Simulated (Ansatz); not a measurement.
The start is a generated trial cell of Si2Ni in the Al2Cu structure type. Cell shape, volume and atoms are optimised at zero target pressure with PBEsol (plane waves to 420 eV, PAW, scalar-relativistic; Ansatz, an electronic-structure program). The first steps use a coarse 7×7×7 k-mesh.

Input geometry:
```
Si2Ni
1.0
   -2.74697     2.74697     2.21031
    2.74697    -2.74697     2.21031
    2.74697     2.74697    -2.21031
Si Ni
4 2
Direct
  0.65800   0.15800   0.81600
  0.84200   0.65800   0.50000
  0.15800   0.34200   0.50000
  0.34200   0.84200   0.18400
  0.25000   0.25000   0.00000
  0.75000   0.75000   0.00000
```
Spin-polarised start, with parallel moments on Ni.

What pressure does the first self-consistent step give?

+20 GPa (positive: the cell is compressed).

How does the volume per atom move from start to end?

+9.5 %, from 11.12 to 12.18 Å³/atom.

How do the shortest distances between atoms change?

The closest pairs of elements (up to four, under 3.6 Å), start → end: Ni–Ni 2.21 → 2.42 Å; Ni–Si 2.35 → 2.40 Å; Si–Si 2.46 → 2.42 Å.

What band gap does the relaxed structure have at this level?

No gap (metallic).

What magnetic moments remain?

Zero (the starting moments vanished).

The space group stays I4/mcm (No. 140) (the run could not lower it), with 6 atoms in the primitive cell. Final values are on a 13×13×13 k-mesh of the relaxed cell. No spin polarisation in the result: the starting moments vanished. A magnetic state may lie lower.

The run could not lose the symmetry of its start: the end is stationary, and may be a saddle point rather than a minimum.

The relaxed structure here is a generated cell of Si2Ni: the first start was made by placing the elements on the sites of a structure type, and the end was not matched to a known phase here, so it may be hypothetical. Known forms of Si2Ni include space group No. 225.
